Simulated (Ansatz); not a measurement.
TiO2:
```
TiO2
1.0
    4.80445     0.00000     0.00000
    0.00000     4.86676     0.00000
   -0.86515     0.00000     4.96648
Ti O
4 8
Direct
  0.27700   0.44548   0.71460
  0.72300   0.55452   0.28540
  0.72300   0.94548   0.78540
  0.27700   0.05452   0.21460
  0.44635   0.74204   0.96328
  0.55365   0.25796   0.03672
  0.55365   0.24204   0.53672
  0.44635   0.75796   0.46328
  0.06348   0.32225   0.35236
  0.93652   0.67775   0.64764
  0.93652   0.82225   0.14764
  0.06348   0.17775   0.85236
```

Relaxed with r²SCAN.

Task: Give the Bader charges and basin volumes of the independent atoms, DFT-r²SCAN in the program Ansatz with PAW potentials.

Result: 

```
atom  Bader charge (e)  Bader volume (Å³)
----  ----------------  -----------------
Ti1              +2.34                6.9
O5               -1.21               10.9
O9               -1.13               11.3
```

Space group P2_1/c. The workflow started from a Materials Project entry (that database holds measured and hypothetical structures alike); the Crystallography Open Database files this formula in space group No. 14, but the cells were not matched. It is not the phase usual at ambient conditions (space group No. 61, 136, 141). The cell was relaxed with r²SCAN under the symmetry of its start; whether a distortion lowers the energy is not shown. The run is not spin-polarised.

Potentials: the earlier of the program's two PAW sets. The files were generated under PBE; for other functionals the program regenerates the frozen cores, and for LDA and PBEsol the local potential too.
